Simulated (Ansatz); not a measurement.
**Stress against strain in ZrZn**

```xyz
2
Lattice="3.3360 0.0000 0.0000 0.0000 3.3360 0.0000 0.0000 0.0000 3.3360" Properties=species:S:1:pos:R:3 pbc="T T T"
Zr    1.6680    1.6680    1.6680
Zn    0.0000    0.0000    0.0000
```

Atom numbers follow the list: Zr1, Zn2.

The cell comes from COD entry 1540230, which wasn't checked; take it as a given geometry.

Computed with Ansatz 0.2.0, DFT, PBEsol, all-electron LAPW, scalar-relativistic.

Settings: a Γ-centred 10×10×10 k mesh, Fermi–Dirac smearing of 0.08 eV, basis error target 0.5 meV/atom, no spin polarisation.

The strain is applied along the Cartesian axes of the cell as listed (the other components stay zero). Fractional coordinates are held (clamped ions).

σ is the change of stress from the unstrained cell, which is at -4.25 GPa; tension is positive, so slopes are stress–strain coefficients at that pressure. In a metal the k mesh adds noise.

Only quantities that a quadratic follows smoothly over the whole series are listed; rougher ones are left out.

```
    εzz  σzz (GPa)  σxx (GPa)
-0.0200      -2.73      -1.80
 0.0000       0.00       0.00
 0.0100       1.23       0.83
 0.0200       2.37       1.63
```

(1) Fit the series and read off the stiffness at zero strain.

(2) One run, at εzz = -0.0100, is withheld. Predict its row.

Results:

(1) Least-squares fits y = p0 + p1 x + p2 x² to the rows give σzz (GPa): p1 = 127, p2 = -450; σxx (GPa): p1 = 85.7, p2 = -210. So C11 = 127 GPa and C12 = 86 GPa, which gives B = (C11 + 2 C12)/3 = 100 GPa.

(2) The fits give -1.32, -0.88; the run gave -1.32, -0.87.
